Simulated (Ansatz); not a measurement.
Values for one crystal, relaxed and computed with the program Ansatz at the LDA level (PAW); other levels are named.

| Property | Result |
|---|---|
| Volume per atom | 19.33 Å³ |
| Electronic character | metallic (no gap) |
| Mechanical stability | stable (all eigenvalues of C positive) |
| Pressure derivative B′ | 4.1 |
| Debye temperature from the elastic constants | 303 K |
| Young's modulus | 102 GPa |
| Formation energy from the elements (no fitted shifts) | -0.22 eV/atom |

Problem. Which of these materials gives this?
A. YCu, CsCl type
B. TiFe, CsCl type
C. Cu3Pt, Cu3Au type
D. GaNi, CsCl type

Solution. A, YCu, CsCl type

Space group Pm-3m (CsCl type). The workflow started from a Materials Project entry (that database holds measured and hypothetical structures alike); the Crystallography Open Database copy checked does not list it. Its standing as an ambient phase is unchecked. The cell was relaxed with LDA under the symmetry of its start; whether a distortion lowers the energy is not shown. The run is not spin-polarised. As this level gives no gap, shear constants depend on the k-mesh and smearing (Fermi–Dirac, 0.1 eV here). The references are the lowest solids computed at this level, not always the standard phases. Spin–orbit coupling is left out wherever it is not named.

Potentials: the later of the program's two PAW sets.
